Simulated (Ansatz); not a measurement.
**TiSb2: relaxation (Ansatz)**

Input:

```yaml
crystal:
  lattice:
    - [-3.31407167, 3.31407167, 2.89508543]
    - [3.31407167, -3.31407167, 2.89508543]
    - [3.31407167, 3.31407167, -2.89508543]
  atoms:
    - { symbol: Sb, position: [0.65156, 0.15156, 0.80312] }
    - { symbol: Sb, position: [0.15156, 0.34844, 0.5] }
    - { symbol: Sb, position: [0.34844, 0.84844, 0.19688] }
    - { symbol: Sb, position: [0.84844, 0.65156, 0.5] }
    - { symbol: Ti, position: [0.25, 0.25, 0.0] }
    - { symbol: Ti, position: [0.75, 0.75, 0.0] }
  symmetry: { tolerance: 0.0003 }
kpoints:
  mp_grid: { grid: [7, 7, 7], shift: [0, 0, 0] }
magnetization:
  spin_polarized: false
scf:
  occupations: { method: fermi_dirac }
  lower_state_search: "off"
hamiltonian:
  pseudopotentials: { kind: paw }
  xc: r2scan
basis:
  ecutwfc: 500
  fft_grid_basis: typed
relax:
  max_steps: 60
  cell: { p_target: 0.0 }
  f_tol: 0.03
output:
  forces: true
  stress: true
  eigenvalues: true
  bader: true
  populations: true
  elf: true
  write_potential: true
  volumetric_format: npy
  dos:
    e_range: [-12, 8]
    de: 0.05
    projected: { site_lists: { Sb: [Sb], Ti: [Ti] } }
checkpoint:
  read: saved_state
```

Run with:

```bash
ansatz run input.yaml --threads 2 --pin off --max-ram 3584MiB --backend cpu --events-out ev --progress --plain --runs-dir out
```

Origin of the cell: a database entry, scaled a little.

The smearing width isn't typed, so it takes its default of 0.1 eV.

The saved state is a converged single point of the same cell.

Steps («new basis» is an SCF on plane waves selected anew at the same cell):

```csv
step,ΔF (meV/atom),max force component (eV/Å),P (GPa),volume (Å³),SCF iterations,step was
1,0.0,0.054,2.39,127.19,6,accepted
2,3.9,0.120,-2.92,134.38,8,rejected
3,-3.9,0.002,-0.14,130.29,10,accepted
4,-3.9,0.003,0.02,130.09,6,accepted
5,-4.1,0.003,0.02,130.09,6,new basis
```

Before:

Space group I4/mcm (No. 140); the run's cell has a = 5.509 Å, b = 5.509 Å, c = 5.509 Å, α = 106.03°, β = 106.03°, γ = 116.59°. Shortest distances: Sb–Sb 2.84 Å, Ti–Ti 2.90 Å, Sb–Ti 2.90 Å.

The relaxed structure.

Space group I4/mcm (No. 140); the run's cell has a = 5.553 Å, b = 5.553 Å, c = 5.553 Å, α = 105.84°, β = 105.84°, γ = 117.01°. Shortest distances: Sb–Sb 2.88 Å, Ti–Ti 2.90 Å, Sb–Ti 2.93 Å.

```yaml
crystal:
  lattice:
    - [-3.34825, 3.34825, 2.90095]
    - [3.34825, -3.34825, 2.90095]
    - [3.34825, 3.34825, -2.90095]
  atoms:
    - { symbol: Sb, position: [0.65192, 0.15192, 0.80384] }
    - { symbol: Sb, position: [0.15192, 0.34808, 0.50000] }
    - { symbol: Sb, position: [0.34808, 0.84808, 0.19616] }
    - { symbol: Sb, position: [0.84808, 0.65192, 0.50000] }
    - { symbol: Ti, position: [0.25000, 0.25000, 0.00000] }
    - { symbol: Ti, position: [0.75000, 0.75000, 0.00000] }
```

* Free energy lowered by: 4.1 meV/atom
* Volume change: 2.28 %
* Final pressure: 0.02 GPa
* Relaxation steps listed: 5

Caveats: no moments, though an odd count or open d shells may carry them; no spin-orbit coupling, though heavy elements are present; the relaxation held the start's symmetry, so the end may be a saddle point.

Time: 120 s on 2 threads of Arm Neoverse V2 (shared host), peak memory 0.97 GiB, from a saved density.
